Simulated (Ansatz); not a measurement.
Ca (fcc, Cu type)

```yaml
crystal:
  lattice:
    - [0.00000, 5.56856, 5.56856]
    - [2.78428, 2.78428, 5.56856]
    - [2.78428, 2.78428, 0.00000]
  atoms:
    - { symbol: Ca, position: [0.00000, 0.00000, 0.00000] }
    - { symbol: Ca, position: [0.50000, 0.00000, 0.00000] }
```

A phonon eigenvector at X = (0.5, 0.5, 0.0) is frozen into this cell: atom i moves by Q times the vector below, so Q is the largest atomic displacement, in Å. The cell is held. It is one choice among 2 degenerate patterns. (q is in reciprocal vectors of the primitive cell; the cell shown is doubled to hold the pattern.)

```
atom      x       y      z
----  -----  ------  -----
Ca1   0.000   1.000  0.000
Ca2   0.000  -1.000  0.000
```

Computed with r2SCAN (plane waves to 500 eV, PAW, scalar-relativistic; Ansatz, a program for electronic structure). k mesh 14×14×14 (Γ-centred), Fermi-Dirac smearing 0.05 eV. E stands for the smeared free energy. With partly filled bands, energies and forces of such displacements shift with the k mesh and the smearing. Ca was relaxed with its symmetry unable to fall. The PAW data are Ansatz's earlier set. ΔE is measured from the undisplaced structure. The last digit holds for this mesh only.

```tsv
Q (Å)	ΔE (meV/cell)
-0.1000	withheld
-0.0833	17.64
-0.0667	11.29
-0.0500	6.35
-0.0333	2.82
-0.0167	0.71
0.0000	0.00
0.0167	0.71
0.0333	2.82
0.0500	6.35
0.0667	11.29
0.0833	17.64
0.1000	withheld
```

Question: Fit an even polynomial form (powers 2, 4) to the given rows and predict ΔE at Q = 0.1000.

Answer: Least squares on the 11 given rows: ΔE = (2536)·Q² + (816.6)·Q⁴, in meV/cell with Q in Å; root-mean-square residual 0.005 meV/cell. At 0.1000 the fit gives 25.44 meV/cell; the calculation gives 25.40 meV/cell, so the extrapolation is off by 0.04 (+0.2 %). The quadratic term alone would give 25.36 meV/cell.

(A displaced cell: forces are minus the slopes of the energy, force constants its curvatures, and phonons follow from these.)
